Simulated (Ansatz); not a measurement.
**Zr₂TiC₃: zone-centre modes**

All numbers below come from Ansatz, DFT PBE, scalar-relativistic, plane waves, PAW. Cutoff 420 eV, 16×16×16 k-points (Γ-centred), Fermi-Dirac smearing of 0.15 eV. No spin polarisation. Phonons by linear response, acoustic sum rule imposed.

Equilibrium structure at this level:
```xyz
6
Lattice="-1.6310 1.6310 6.8764 1.6310 -1.6310 6.8764 1.6310 1.6310 -6.8764" Properties=species:S:1:pos:R:3 pbc="T T T"
Zr    0.0000    0.0000   11.5041
Zr    0.0000    0.0000    2.2487
Ti    0.0000    0.0000    6.8764
C     0.0000    0.0000    9.0949
C     0.0000    0.0000    4.6578
C     0.0000    0.0000    0.0000
```

The cell was found from a structure generator's guess, not taken from experiment. In a metal, frequencies depend on the k mesh and the smearing, soft modes most.

Task: Is this structure stable against zone-centre distortions?

Result: Yes, at Γ: no optical mode is imaginary. Strains and other wave vectors aren't tested by this run.

Task: List the optical modes at Γ (i marks imaginary ones).

Result:
```tsv
frequency (THz)	degeneracy
5.42	2
6.32	2
7.40	1
8.61	1
9.89	2
11.70	1
14.83	2
14.87	2
16.27	1
20.12	1
```
